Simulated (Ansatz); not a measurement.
**In, simple cubic: geometry optimisation**

Method: DFT, PBEsol, plane waves (420 eV) with PAW, scalar-relativistic in Ansatz. The PAW files were generated under PBE, with cores re-solved for the functional.

k-point mesh 10×10×10, Fermi-Dirac smearing 0.1 eV, no spin polarisation. Cell and atoms relax.

Starting structure:

```yaml
crystal:
  lattice:
    - [3.0450626401, 0.0, 0.0]
    - [0.0, 3.0450626401, 0.0]
    - [0.0, 0.0, 3.0450626401]
  atoms:
    - { symbol: In, position: [0.0, 0.0, 0.0] }
hamiltonian:
  xc: pbesol
  pseudopotentials:
    kind: paw
    azcp:
      In: "pseudopotentials/In.paw.azcp"
basis:
  ecutwfc: 420
  fft_grid_basis: typed
kpoints:
  mp_grid: { grid: [10, 10, 10], shift: [0, 0, 0] }
magnetization:
  spin_polarized: false
scf:
  occupations: { method: fermi_dirac, width: 0.1 }
relax:
  max_steps: 60
  f_tol: 0.01
  cell: {}
```

Problem. The pressure at the start is -1.1 GPa. By how much does the volume change?

Solution. From 28.24 to 27.39 Å³ per atom, -3.0 %. The final cell has a = 3.014 Å.

Problem. How much energy does the relaxation gain?

Solution. 3.0 meV per atom.
